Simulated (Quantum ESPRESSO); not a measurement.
Simulation results for Zn4Se2SO (made-up cell)

Computed with Quantum ESPRESSO 7.5. Calculation on a made-up crystal cell, not a measurement: periodic Kohn-Sham density functional theory in plane waves with PseudoDojo standard norm-conserving scalar-relativistic pseudopotentials, each functional with its own files (v0.5 for PBE, v0.4.1 for LDA and PBEsol), no spin polarisation, no spin-orbit coupling, atoms not relaxed, stress positive in tension, energies less a fixed whole-eV offset for each atom's element; levels are Kohn-Sham levels at fractions of this cell's reciprocal vectors, counted from the reference band (half the neutral cell's valence electrons, rounded up) at Gamma; error bars cover cutoff and k-mesh only, not smearing or the files; added strain carries the atoms with the cell, and shear is the tensor component; each bar is the largest change over components, and at least 0.002 eV, 0.002 eV per angstrom or 0.02 GPa; energies are for the whole cell, and the offsets were chosen from early runs and are not element reference energies.

Zn4Se2SO (made-up cell)

```
Zn4Se2SO
1.0
      4.0170     0.0321    -0.0254
      0.0556     6.8490     0.0575
     -0.0416     0.0542     6.4333
Zn Se S O
4 2 1 1
Direct
  0.00758 -0.00864 -0.00107
  0.50106 0.50544 -0.00319
  0.50662 0.16513 0.50891
  -0.00222 0.66211 0.50007
  -0.01280 -0.00569 0.37640
  0.49560 0.50235 0.37660
  0.48782 0.17314 0.87256
  0.00291 0.67120 0.86797
```

Settings of this run: lattice type wurtzite, functional pbe, cutoff 1170 eV, fermi dirac smearing 0.025 eV, scf tolerance 1e-07 eV, electrons removed 0 and k mesh 4 x 4 x 4, shifted by half a step.

Atoms:
```tsv
atoms element	atom site
Zn	1
Zn	2
Zn	3
Zn	4
Se	5
Se	6
S	7
O	8
```

Questions
1. Zn4Se2SO (made-up cell): stress xy?
2. What stress yz does the calculation give for Zn4Se2SO (made-up cell)?
3. Give the table of forces values for Zn4Se2SO (made-up cell).

## Answers
1. 0.7521 GPa
2. 0.67 GPa
3. 
Forces:
```tsv
site	x (eV/Å)	y (eV/Å)	z (eV/Å)
1	-0.1713	-0.822	-0.9706
2	-0.1653	0.8035	-1.089
3	-0.4028	-0.1088	0.1247
4	-0.09092	0.02964	1.611
5	0.4434	0.3234	0.02491
6	0.1227	-0.08481	-0.05663
7	0.1768	-0.2411	0.2634
8	0.08734	0.1	0.09213
```

Further results for Zn4Se2SO (made-up cell):

- pressure: -4.763 GPa
- stress xx: 5.591 GPa
- stress yy: 4.384 GPa
- stress zz: 4.315 GPa
- stress xz: 0.1861 GPa
- error bar stress: 0.2434 GPa
- error bar force: 0.006607 eV/Å
- error bars from: tighter rerun of a related cell
